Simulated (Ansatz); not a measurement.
LiNbO3:
```
CELL_PARAMETERS angstrom
      2.56709     1.48211     4.60885
     -2.56709     1.48211     4.60885
      0.00000    -2.96422     4.60885
ATOMIC_POSITIONS crystal
  Li 0.71923 0.71923 0.71923
  Li 0.21923 0.21923 0.21923
  Nb 0.00160 0.00160 0.00160
  Nb 0.50160 0.50160 0.50160
  O  0.64000 0.89067 0.28139
  O  0.89067 0.28139 0.64000
  O  0.28139 0.64000 0.89067
  O  0.14000 0.78139 0.39067
  O  0.39067 0.14000 0.78139
  O  0.78139 0.39067 0.14000
```

Plane-wave PAW PBEsol (Ansatz code) gives a gap of 3.50 eV without spin–orbit coupling, maximum off the standard path, at k = (0.135, 0.135, 0.146) in fractions of the reciprocal vectors, minimum off the standard path, at k = (-0.089, -0.089, 0.026) in fractions of the reciprocal vectors.

What happens when spin–orbit coupling is switched on?

The gap drops by 0.04 eV, to 3.46 eV; maximum on the Γ–T line, 29 % of the way from Γ, minimum off the standard path, at k = (-0.094, -0.094, 0.031) in fractions of the reciprocal vectors.

Space group R3c. Symmetry was held in the PBEsol relaxation. No spin polarisation was allowed.

Potentials: the later of the program's two PAW sets.
